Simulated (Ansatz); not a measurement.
YPt₃:
```
CELL_PARAMETERS angstrom
      4.09592     0.00000     0.00000
      0.00000     4.09592     0.00000
      0.00000     0.00000     4.09592
ATOMIC_POSITIONS crystal
  Pt 0.00000 0.50000 0.50000
  Pt 0.50000 0.00000 0.50000
  Pt 0.50000 0.50000 0.00000
  Y  0.00000 0.00000 0.00000
```

Relaxed with r²SCAN.

Problem. Give the Bader charges and basin volumes of the independent atoms, the program Ansatz at the r²SCAN level (PAW).

Solution. 

```csv
atom,Bader charge (e),Bader volume (Å³)
Pt1,-0.60,18.9
Y4,+1.80,12.1
```

Space group Pm-3m (Cu3Au type). The workflow started from an entry of the Crystallography Open Database (COD). Whether it is the stable phase at ambient conditions was not checked. The cell was relaxed with r²SCAN under the symmetry of its start; whether a distortion lowers the energy is not shown. No spin polarisation was allowed. Scalar-relativistic: spin–orbit coupling is off unless named, which matters more the heavier the elements.

Potentials: the later of the program's two PAW sets.
